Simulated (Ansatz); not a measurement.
## Clamped-ion strain scan in Ta

All numbers below come from DFT PBEsol, scalar-relativistic, plane waves, PAW in Ansatz. Cutoff 420 eV, Γ-centred 26×26×26 k-points, Gaussian smearing of 0.15 eV. Spin–orbit coupling is left out, which can shift energies with elements as heavy as these. No spin polarisation. Energies are free energies at this smearing, counted from the undisturbed cell; pressure is positive in compression.

Reference structure (relaxed at this level; with this scan's settings it stands at 0.3 GPa):

```
CELL_PARAMETERS angstrom
-1.64026 1.64026 1.64026
1.64026 -1.64026 1.64026
1.64026 1.64026 -1.64026
ATOMIC_POSITIONS crystal
Ta 0.00000 0.00000 0.00000
```

The cell is strained by ε times the Voigt pattern (0, 1, 0, 0, 0, 0) (xx, yy, zz, yz, xz, xy; engineering shear) with fractional coordinates fixed. The cell is metallic on the mesh throughout.

```csv
ε,ΔE (meV/atom)
-0.0400,28.6
-0.0200,7.2
0.0000,0.0
0.0100,1.3
0.0300,12.7
```

Problem. Predict the pressure (GPa) at each point.

Solution.
```tsv
ε	pressure (GPa)
-0.0400	9.5
-0.0200	4.7
0.0000	0.3
0.0100	-1.8
0.0300	-5.5
```

Cost: 5 runs of about 1.2 core-minutes in all, on Intel Xeon Platinum 8259CL (Skylake/Cascade Lake) (shared hosts).